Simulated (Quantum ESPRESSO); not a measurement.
Field gradients of MgH$_{2}$ from PBE PAW (JTH datasets; density from pw.x of a modified build of Quantum ESPRESSO, gradients reconstructed from it by a script). The input of pw.x:

```
&CONTROL
  calculation = 'scf'
  prefix = 'x'
  pseudo_dir = './pseudo'
  outdir = './out'
  tprnfor = .true.
/
&SYSTEM
  ibrav = 0
  nat = 6
  ntyp = 2
  ecutwfc = 60
  ecutrho = 240
  occupations = 'fixed'
  nbnd = 16
/
&ELECTRONS
  conv_thr = 1e-11
/
ATOMIC_SPECIES
Mg 24.305 Mg.GGA_PBE-JTH.UPF
H 1.008 H.GGA_PBE-JTH.UPF
CELL_PARAMETERS angstrom
    4.521456900000     0.000000000000     0.000000000000
    0.000000000000     4.521456900000     0.000000000000
    0.000000000000     0.000000000000     2.932689200000
ATOMIC_POSITIONS crystal
Mg     0.500000000000     0.500000000000     0.500000000000
Mg     0.000000000000     0.000000000000     0.000000000000
H      0.696874545100     0.696874545100     0.000000000000
H      0.303125454900     0.303125454900     0.000000000000
H      0.803125454900     0.196874545100     0.500000000000
H      0.196874545100     0.803125454900     0.500000000000
K_POINTS automatic
5 5 7 0 0 0
```
The cell was made here from a computed Materials Project entry: strained by -2 % along the unique axis and by +1 % across it, atoms relaxed (PBE without dispersion, pw.x of Quantum ESPRESSO, symmetry kept). The parent is MgH2 in P4₂/mnm. Stability against distortions was not tested.

Vzz is the sum of three terms, each taken along its main axis: the smooth valence density, the ions (nucleus and frozen core) with the augmentation charges of all other spheres, and the all-electron minus smooth density in the atom's own sphere. The split hangs on the datasets.  Cores are frozen. Against all-electron runs on small test molecules, this scheme's |Vzz| missed by −3 to +1 % on H. Mg had no test against all-electron runs.

```
site                  smooth valence density  ions and other spheres  own sphere  Vzz (a.u.)
--------------------  ----------------------  ----------------------  ----------  ----------
Mg (atoms 1, 2)                       -0.053                   0.050           ?           ?
H (atoms 3, 4, 5, 6)                   0.144                  -0.201           ?           ?
```

Q: What belongs in the gaps?

A: 
- Mg (atoms 1, 2), own sphere: -0.074
- Mg (atoms 1, 2), Vzz (a.u.): -0.078
- H (atoms 3, 4, 5, 6), own sphere: 0.000
- H (atoms 3, 4, 5, 6), Vzz (a.u.): -0.057
